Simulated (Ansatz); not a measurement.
MoS$_{2}$ (2H-MoS2 type, space group P6_3/mmc)

```
MoS2
1.0
    3.14944     0.00000     0.00000
   -1.57472     2.72750     0.00000
    0.00000     0.00000    12.09150
Mo S
2 4
Direct
  0.33333   0.66667   0.25000
  0.66667   0.33333   0.75000
  0.33333   0.66667   0.62050
  0.66667   0.33333   0.12050
  0.66667   0.33333   0.37950
  0.33333   0.66667   0.87950
```

In this cell atom 4 (S, nearest neighbour Mo at 2.400 Å; its periodic images, 3.1 Å or more away, move with it) is moved by s along Cartesian x, unit vector (1.000, 0.000, 0.000); all other atoms and the cell stay fixed.

Level of theory: PBE-D3(BJ) (plane waves to 420 eV, PAW, scalar-relativistic; Ansatz, a quantum-chemistry and plane-wave program). k mesh 10×10×3 (Γ-centred), Fermi-Dirac smearing 0.05 eV. The energy includes the smearing's −TS. As the smearing reaches across the gap at some points, energies and forces of such displacements shift with the k mesh and the smearing. MoS2 is run without spin polarisation. MoS2 was relaxed with its symmetry unable to fall. The PAW data are Ansatz's earlier set. The zero of ΔE is the undisplaced structure. The last digit holds for this mesh only.

| s (Å) | ΔE (meV/cell) |
|---|---|
| -0.720 | 2240.2 |
| -0.576 | withheld |
| -0.432 | 891.0 |
| -0.288 | 403.6 |
| -0.144 | 101.9 |
| 0.000 | 0.0 |
| 0.144 | 101.9 |
| 0.288 | 403.6 |
| 0.432 | 891.0 |
| 0.576 | withheld |
| 0.720 | 2240.2 |

### Question
Fit an even polynomial form (powers 2, 4, 6) to the given rows and predict ΔE at s = -0.576.

### Answer
Least squares on the 9 given rows: ΔE = (4923)·s² + (-593.3)·s⁴ + (-1095)·s⁶, in meV/cell with s in Å; root-mean-square residual 0.07 meV/cell. At -0.576 the fit gives 1528.0 meV/cell; the calculation gives 1530.6 meV/cell, so the interpolation is off by -2.6 (-0.2 %). The quadratic term alone would give 1633.3 meV/cell.

(A displaced cell: forces are minus the slopes of the energy, force constants its curvatures, and phonons follow from these.)
